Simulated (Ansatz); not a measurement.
GaP (zinc blende, F-43m), plane-wave PAW PBE (Ansatz code). The conduction-band minimum lies at Γ, with 1 equivalent valley. Second derivatives d²E/dk² of the lowest band at one valley (eV·Å²), along Cartesian directions:

| direction | d²E/dk² |
|---|---|
| [100] | 75.61 |
| [010] | 75.61 |
| [001] | 75.61 |
| [110] | 75.47 |
| [101] | 75.47 |
| [011] | 75.47 |

Find the principal effective masses, the density-of-states mass and the conductivity mass.

Off-diagonal terms follow from H_xy = H[110] − (H_xx + H_yy)/2, and m*/mₑ = 7.620 eV·Å² over each eigenvalue: 0.10, 0.10, 0.10. One valley's DOS mass (m₁m₂m₃)^(1/3) = 0.10, conductivity mass 3/(Σ 1/mᵢ) = 0.10 mₑ.

What effective density of states Nc follows at 300 K for parabolic valleys?

Nc = 2.509e19 × 1 × (0.10)^(3/2) ≈ 7.9e17 cm⁻³.

With the computed static dielectric constant 12.9 (mean of the diagonal), estimate a hydrogenic donor's binding energy and radius.

E = 13.606 eV × 0.10/12.9² ≈ 8.2 meV; a = 0.529 Å × ε/m* ≈ 68 Å. Semilocal masses tend to be too small where the gap is.

With ε∞ = 10.6 and ω_LO = 379 cm⁻¹, what Fröhlich coupling constant follows?

α = (1/ε∞ − 1/ε0) √(m* × 13.606 eV/ħω_LO) = 0.089.

The cell was relaxed with PBE under the symmetry of its start; phonons on a q-mesh show no instability. Scalar-relativistic: spin–orbit coupling is off unless named, which matters more the heavier the elements.

Potentials: the later of the program's two PAW sets.
